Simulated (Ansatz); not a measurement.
## Axial (c/a) deformation path in Ba

Level of theory: Ansatz 0.2.0, DFT PBEsol, scalar-relativistic, plane waves, PAW. The runs took a 420 eV cutoff, a Γ-centred 16×16×10 mesh and Gaussian smearing (0.15 eV). No spin polarisation. Energies are free energies at this smearing, counted from the undisturbed cell; pressure is positive in compression.

Zero of the scan (as given, not relaxed at this level; it stands at 0.1 GPa; this form isn't the usual structure):

```yaml
crystal:
  lattice:
    - [1.95500, -3.65000, 0.00000]
    - [1.95500, 3.65000, 0.00000]
    - [0.00000, 0.00000, 5.70000]
  atoms:
    - { symbol: Ba, position: [0.00000, 0.00000, 0.00000] }
```

At fixed volume and fractional coordinates, lengths along (0.000, 0.000, 1.000) are scaled against those across it; ρ is that ratio over its starting value. The cell is metallic on the mesh throughout.

| ρ | ΔE (meV/atom) | pressure (GPa) |
| --- | --- | --- |
| 0.800 | ? | ? |
| 0.850 | -158.6 | -0.9 |
| 0.920 | -89.7 | -0.4 |
| 0.960 | ? | ? |
| 1.000 | 0.0 | 0.1 |
| 1.050 | 60.2 | 0.4 |
| 1.100 | 122.5 | 0.7 |
| 1.200 | 249.1 | 1.2 |
| 1.300 | 370.4 | 1.6 |

**Question.** Give the withheld values.

**Answer.** ΔE (meV/atom) at ρ = 0.800: -200.1; pressure (GPa) at ρ = 0.800: -1.2; ΔE (meV/atom) at ρ = 0.960: -46.0; pressure (GPa) at ρ = 0.960: -0.2.

Cost: 9 runs of about 3.4 core-minutes in all, on Arm Neoverse V1 (shared hosts).